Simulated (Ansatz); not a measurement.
Level of theory: DFT, revPBE, plane waves (420 eV) with PAW, scalar-relativistic in Ansatz. (PAW data from PBE, frozen cores regenerated.)

An element in the dhcp structure gives this curve. The cell is scaled uniformly from the relaxed one, with fractional coordinates and shape fixed. Energies are extrapolated to zero smearing, pressures are those at the given smearing. Magnetic state: spin not included.

```
V (Å³/atom)  E − E₀ (meV/atom)  P (GPa)
     29.574               59.6     5.68
     30.918               23.6     3.45
     32.262                4.7     1.58
     33.607                0.2    -0.01
     34.951                7.8    -1.35
     36.295               25.8    -2.50
     37.639               52.5    -3.48
```

Problem. Which element is it?
A. yttrium
B. lutetium
C. ytterbium
D. indium

Solution. A. Its fit is V₀ = 33.40 Å³/atom, B₀ = 37 GPa, B₀′ = 3.2.
